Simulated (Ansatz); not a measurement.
K2Sn2O3:
```cif
data_K4O6Sn4
_chemical_formula_sum 'K4 Sn4 O6'
_space_group_name_H-M_alt 'P 1'
_space_group_IT_number 1
_cell_length_a 7.24022
_cell_length_b 7.24022
_cell_length_c 7.24022
_cell_angle_alpha 109.471
_cell_angle_beta 109.471
_cell_angle_gamma 109.471
loop_
_space_group_symop_operation_xyz
  'x, y, z'
loop_
_atom_site_label
_atom_site_type_symbol
_atom_site_fract_x
_atom_site_fract_y
_atom_site_fract_z
_atom_site_occupancy
K1 K 0.01835 0.50000 0.00000 1
K2 K 0.00000 0.01835 0.50000 1
K3 K 0.48165 0.48165 0.48165 1
K4 K 0.50000 0.00000 0.01835 1
Sn1 Sn 0.01020 0.01020 0.01020 1
Sn2 Sn 0.50000 0.00000 0.48980 1
Sn3 Sn 0.48980 0.50000 0.00000 1
Sn4 Sn 0.00000 0.48980 0.50000 1
O1 O 0.98330 0.25000 0.23330 1
O2 O 0.51670 0.75000 0.26670 1
O3 O 0.23330 0.98330 0.25000 1
O4 O 0.26670 0.51670 0.75000 1
O5 O 0.25000 0.23330 0.98330 1
O6 O 0.75000 0.26670 0.51670 1
```

Relaxed with r²SCAN. The program Ansatz at the r²SCAN level (PAW) gives a gap of 1.50 eV.

Question: What gap does HSE06 give on the same cell (Ansatz, PAW)?

Answer: 1.86 eV, 0.36 eV more. The hybrid was solved on a coarser mesh and at special points; the gap given is the minimum over both.

```csv
k,v1 r²SCAN,c1 r²SCAN,v1 HSE06,c1 HSE06
Γ,-1.21,1.74,[?],[?]
H,0.00,1.54,[?],[?]
P,-1.96,2.86,[?],[?]
N,-1.51,1.78,-1.67,2.12
```

Question: Top valence (v1) and lowest conduction level (c1) in eV from each method's valence maximum (which need not be a listed point): supply the withheld HSE06 values.

Answer: 
- P, v1 HSE06: -2.20
- P, c1 HSE06: 3.28
- H, v1 HSE06: 0.00
- H, c1 HSE06: 1.89
- Γ, v1 HSE06: -1.32
- Γ, c1 HSE06: 2.11

Cost on shared cores: the r²SCAN run (SCF on a 5×5×5 mesh, then bands and DOS) very roughly 4 core-minutes, the HSE06 run (SCF on 3×3×3, then a few points) around 4 core-minutes (rough); the tasks are unlike.

Space group I2_13. The first step of the workflow began from a Materials Project structure, measured or hypothetical; the Crystallography Open Database copy checked does not list it. COD files the formula under space group No. 166. Its standing as an ambient phase is unchecked. Symmetry was held in the r²SCAN relaxation; its stability against distortions is not shown here. Scalar-relativistic: spin–orbit coupling is off unless named, which matters more the heavier the elements.

Potentials: the earlier of the program's two PAW sets.
